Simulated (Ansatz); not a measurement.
This run works on a generated trial structure, not on a known crystal.

Input and command of a plane-wave DFT calculation in Ansatz:

```yaml
crystal:
  lattice:
    - [4.69572989, 0.0, 0.0]
    - [0.0, 4.69572989, 0.0]
    - [0.0, 0.0, 9.06385549]
  atoms:
    - { symbol: Si, position: [0.5, 0.5, 0.94586173] }
    - { symbol: Si, position: [0.5, 0.5, 0.54722112] }
    - { symbol: Sn, position: [0.0, 0.5, 0.17470518] }
    - { symbol: Sn, position: [0.5, 0.0, 0.17470518] }
    - { symbol: Sn, position: [0.0, 0.5, 0.72387563] }
    - { symbol: Sn, position: [0.5, 0.0, 0.72387563] }
    - { symbol: Sn, position: [0.5, 0.5, 0.16191206] }
basis:
  ecutwfc: 420
kpoints:
  mp_grid: { grid: [4, 4, 2] }
hamiltonian:
  xc: pbe
scf:
  occupations: { method: gaussian, width: 0.2 }
  lower_state_search: "off"
output:
  forces: true
  stress: true
  eigenvalues: true
relax:
  adjacent_minimum: "off"
  f_tol: 0.08
  max_steps: 16
  cell: { stress_tol: 0.8 }
```

```bash
ansatz run input.yaml --threads 1 --pin off --max-ram 2560MiB --backend cpu --events-out ev --progress --plain --runs-dir out
```

Processor: Intel(R) Xeon(R) Platinum 8259CL CPU @ 2.50GHz (Skylake/Cascade Lake), 1 thread, on a host shared with other jobs.

Q: How long does it run, and how much memory does it take?

A: About 2.2 min, peak memory 0.51 GiB. It solves 47 bands at 12 k points (after reduction by symmetry) with about 4385 plane waves (on the last cell), in 86 SCF iterations over 14 ionic steps.
